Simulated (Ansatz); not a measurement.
Relaxed-ion elastic tensor of Cl (molecular I2 type, Cmce) in GPa (Voigt order), DFT-r²SCAN in the program Ansatz with PAW potentials; density 2.11 g/cm³, 27.95 Å³ per atom.

```
10.5   4.1   0.5   0.0   0.0   0.0
 4.1  10.3   9.9   0.0   0.0   0.0
 0.5   9.9  20.2   0.0   0.0   0.0
 0.0   0.0   0.0  10.9   0.0   0.0
 0.0   0.0   0.0   0.0   2.3   0.0
 0.0   0.0   0.0   0.0   0.0   4.4
```

Question: Is the crystal mechanically stable?

Answer: Yes: the smallest eigenvalue of C is 2.3 GPa.

Question: Work out the Voigt, Reuss and Hill averages.

Answer: K_V = 7.8, K_R = 6.9, K_H = 7.3; G_V = 5.3, G_R = 3.1, G_H = 4.2 GPa.

Question: Give Young's modulus, Poisson's ratio, Pugh's ratio and the universal anisotropy index.

Answer: E = 9KG/(3K + G) = 10.6 GPa; ν = 0.26; K/G = 1.74 (near the Pugh limit of 1.75, no verdict); A_U = 5G_V/G_R + K_V/K_R − 6 = 3.70.

Question: Estimate the sound speeds and the Debye temperature.

Answer: v_l = √((K + 4G/3)/ρ) = 2480 m/s, v_t = √(G/ρ) = 1410 m/s, mean 1570 m/s; Θ = (h/k)(3n/4πV)^(1/3) v_m = 154 K.

Question: How much does each axis shrink under pressure?

Answer: Linear compressibilities β_i = Σ_j S_ij (j = 1 to 3): x 79, y 38, z 29 per TPa.

The r²SCAN relaxation kept the symmetry of its start. The substance is a gas or liquid at ambient conditions; this is its low-temperature solid. A crystal of weakly bound molecules computed without a dispersion correction: the cell and the soft elastic constants depend strongly on that.

Potentials: the later of the program's two PAW sets.
